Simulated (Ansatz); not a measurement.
Method: Ansatz 0.2.0, DFT PBE, scalar-relativistic, plane waves, PAW. The final run on the 12-atom cell used 420 eV, a Γ-centred 12×12×2 mesh, 0.02 eV smearing and no spin polarisation.

Energies over the elements count from the elements' standard structures at the same level, with no fitted energy shifts.

Q: Give a relaxed trial structure of a trigonal semiconductor made of Cd, S and Zn, with a gap near 1.6 eV, a formation energy near −0.78 eV/atom and about 21 Å³ per atom, in a cell of 12 atoms. Its symmetry should be P3m1 (No. 156).

A: Zn₅CdS₆, space group P3m1 (No. 156). Zn on its first site is surrounded by 4 S at 2.36–2.38 Å; around Zn on its second site lie 4 S at 2.36–2.38 Å; around Cd lie 4 S at 2.50–2.55 Å; around S on its first site lie 4 Zn at 2.36–2.37 Å; 8 more sites not described.

Space group P3m1 (No. 156). a = 3.894 Å, b = 3.894 Å, c = 19.277 Å, α = 90.00°, β = 90.00°, γ = 120.00°
```tsv
atom	site	symmetry	x	y	z
Zn	1b	3m.	0.3333	0.6667	0.9959
Zn	1b	3m.	0.3333	0.6667	0.6710
Zn	1c	3m.	0.6667	0.3333	0.1579
Zn	1c	3m.	0.6667	0.3333	0.5086
Zn	1c	3m.	0.6667	0.3333	0.8334
Cd	1b	3m.	0.3333	0.6667	0.3362
S	1b	3m.	0.3333	0.6667	0.1183
S	1b	3m.	0.3333	0.6667	0.4685
S	1b	3m.	0.3333	0.6667	0.7934
S	1c	3m.	0.6667	0.3333	0.2798
S	1c	3m.	0.6667	0.3333	0.6310
S	1c	3m.	0.6667	0.3333	0.9559
```

| Item | Value |
| --- | --- |
| Volume per atom | 21.09 Å³ |
| Density | 4.14 g/cm³ |
| Energy over the elements | −0.776 eV/atom |
| Gap on the 12×12×2 mesh of the 12-atom cell | 1.58 eV |

The structure comes from a generated guess, relaxed at this level; another structure or a mixture of phases may lie lower. The answer needn't be unique; the calculation gave this one.

Kohn–Sham gaps at this level usually fall short of measured ones. The reference form of S is held partly by dispersion forces, which this level lacks. A later test with randomly moved atoms came back to the same energy, though modes that don't fit the test's cell weren't probed.
